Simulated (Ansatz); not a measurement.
## NbAs squeezed and stretched

A database entry relaxed whole under r2SCAN (I4_1md):

```yaml
crystal:
  lattice:
    - [-1.72842, 1.72842, 5.88645]
    - [1.72842, -1.72842, 5.88645]
    - [1.72842, 1.72842, -5.88645]
  atoms:
    - { symbol: Nb, position: [0.99915, 0.99915, 0.00000] }
    - { symbol: Nb, position: [0.74915, 0.24915, 0.50000] }
    - { symbol: As, position: [0.41685, 0.41685, 0.00000] }
    - { symbol: As, position: [0.16685, 0.66685, 0.50000] }
```

The cell was scaled uniformly, its shape held, and the atoms relaxed at each volume with plane-wave PAW DFT (Ansatz 0.2.0; r2SCAN, 500 eV, 11×11×11 Γ-centred mesh, fermi-dirac occupations of width 0.100 eV; no spin, no spin-orbit coupling). One row is withheld.

| volume (Å³/atom) | energy over the lowest (meV/atom) | pressure (GPa) |
| --- | --- | --- |
| 16.530 | 37.6 | 12.19 |
| 16.882 | 16.0 | 7.68 |
| 17.234 | ? | ? |
| 17.585 | 0.0 | -0.02 |
| 17.937 | 3.8 | -3.29 |
| 18.289 | 14.4 | -6.22 |
| 18.640 | 31.2 | -8.86 |

Fit the pressures of the other rows to the third-order Birch-Murnaghan form.

With f = [(V₀/V)^(2/3) − 1]/2 and P = 3B₀f(1 + 2f)^(5/2)[1 + 3(B₀′ − 4)f/2], least squares gives V₀ = 17.58 Å³ an atom, B₀ = 172 GPa and B₀′ = 4.4; the rows miss the fit by less than 0.01 GPa. The slope of the energies differs from these pressures by 0.06 GPa, since they are taken to zero smearing while pressures follow the free energy.

What does the withheld row hold?

The fit gives 3.62 GPa at 17.234 Å³; the run gave 3.62 GPa and 3.8 meV an atom.

Caveats: the shape of the cell was held, so B₀ is an upper bound where the axes differ in stiffness; 0 K, fixed nuclei; the symmetry was kept, and this need not be the phase that is stable at 0 K; one mesh for all volumes; pressure is positive in compression.
